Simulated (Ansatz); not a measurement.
Consider the following.

CdTe:
```yaml
crystal:
  lattice:
    - [2.92312, -3.48136, 0.00000]
    - [2.92312, 3.48136, 0.00000]
    - [0.00000, 0.00000, 5.86231]
  atoms:
    - { symbol: Cd, position: [0.34865, 0.65135, 0.75000] }
    - { symbol: Cd, position: [0.65135, 0.34865, 0.25000] }
    - { symbol: Te, position: [0.76459, 0.23541, 0.75000] }
    - { symbol: Te, position: [0.23541, 0.76459, 0.25000] }
```

This is the r²SCAN-relaxed structure.

### Question
All from the program Ansatz at the r²SCAN level (PAW), unless another level is named. Estimate the electronic character.

### Answer
metallic (no gap).

### Question
Next, the formation energy from the elements (no fitted shifts)?

### Answer
-0.39 eV/atom.

### Question
And the density of states at the Fermi level?

### Answer
0.23 states/eV per atom (mean over ±0.08 eV).

Space group Cmcm. The first step of the workflow began from a Materials Project structure, measured or hypothetical; the Crystallography Open Database copy checked does not list it. It is not the phase usual at ambient conditions (space group No. 216). Symmetry was held in the r²SCAN relaxation; whether a distortion lowers the energy is not shown. The references are the lowest solids computed at this level, not always the standard phases. Scalar-relativistic: spin–orbit coupling is off unless named, which matters more the heavier the elements.

Potentials: the later of the program's two PAW sets.
